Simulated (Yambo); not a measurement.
Yambo run on CsPbCl3 (cubic perovskite, space group Pm-3m, No. 221). The wavefunctions are PBE (stringent potentials; pw.x of Quantum ESPRESSO, ONCV potentials, scalar-relativistic) ones on a 2×2×2 mesh (26 occupied bands); a = 5.622 Å, b = 5.622 Å, c = 5.622 Å, α = 90.00°, β = 90.00°, γ = 90.00°.

Yambo input:

```
rim_cut
HF_and_locXC
RandQpts= 1000000
RandGvec= 1 Ry
EXXRLvcs= 88 Ry
VXCRLvcs= 352 Ry
% QPkrange
 1 | 1 | 26 | 27 |
 2 | 2 | 26 | 27 |
 3 | 3 | 26 | 27 |
 4 | 4 | 26 | 27 |
%
```

k points by index: 1 = Γ, 2 = X, 3 = M, 4 = R.

Table of the .hf output:

```
#    K-point    Band    Eo [eV]    Ehf [eV]    Vxc [eV]    Vnlxc [eV]
#
    1    26    -2.460077    -6.874998    -14.02445    -18.43937
    1    27    3.398926    7.004388    -6.309076    -2.703614
    2    26    -1.655245    -5.020613    -15.15979    -18.52516
    2    27    3.051874    7.306338    -11.80291    -7.548445
    3    26    -0.800143    -3.610946    -15.40902    -18.21983
    3    27    2.560244    6.695531    -11.18075    -7.045464
    4    26    0.000000    -2.382943    -15.70564    -18.08859
    4    27    1.985388    5.979085    -10.34937    -6.355668
```
Exchange alone, without screening.

Spin-orbit coupling is not included.

Geometry relaxed with PBEsol.
